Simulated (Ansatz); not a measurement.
KF:
```yaml
crystal:
  lattice:
    - [0.00000, 2.58124, 2.58124]
    - [2.58124, 0.00000, 2.58124]
    - [2.58124, 2.58124, 0.00000]
  atoms:
    - { symbol: K, position: [0.00000, 0.00000, 0.00000] }
    - { symbol: F, position: [0.50000, 0.50000, 0.50000] }
```

Relaxed with LDA.

Decompose the optical modes at the zone centre into irreducible representations, and say which are infrared and Raman allowed.

Point group m-3m: Γ_opt = T1u. Infrared: T1u. Raman: none.

Assign frequencies (DFPT, LDA (plane waves, PAW; program Ansatz); without the LO–TO term).

T1u 211 cm⁻¹.

Space group Fm-3m (rock salt). The LDA relaxation kept the symmetry of its start.

Potentials: the earlier of the program's two PAW sets. The files were generated under PBE; for other functionals the program regenerates the frozen cores, and for LDA and PBEsol the local potential too.
